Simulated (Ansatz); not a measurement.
## Is this BaH structure a true minimum?

The structure comes from a generated guess, relaxed at this level; another structure or a mixture of phases may lie lower.

Method: Ansatz 0.2.0, DFT PBE, scalar-relativistic, plane waves, PAW. Settings: cutoff 420 eV, Γ-centred mesh 20×20×20 on the computed 2-atom cell, Gaussian smearing of 0.10 eV; no spin polarisation.

The cell below (2 atoms, space group Fm-3m (No. 225)) is relaxed within its symmetry.

```
Ba H
1.0
    -2.05419    2.05419    2.90417
     2.05419   -2.05419    2.90417
     2.05419    2.05419   -2.90417
Ba H
1 1
Direct
  0.00000 0.00000 0.00000
  0.50000 0.50000 0.00000
```

For the test a repeat of it with 8 atoms (edges 4.11, 7.12, 7.12 Å) was strained at random (σ = 1.5 % a component), the atoms were moved at random (σ = 0.10 Å), and all was relaxed again on a coarse 6×4×4 mesh (in the run’s order of axes) with 0.10 eV smearing, with no symmetry imposed.

The cell is a metal run without spin; a magnetic state may lie lower.

Problem. What happens?

Solution. It returns, within 1 meV/atom of the unmoved cell on that mesh and with the same symmetry when read at 0.1 Å (Immm at 0.01 Å, so small strains and shifts remain). No instability shows in this cell; modes of other wave vectors, which need another repeat, aren't tested.
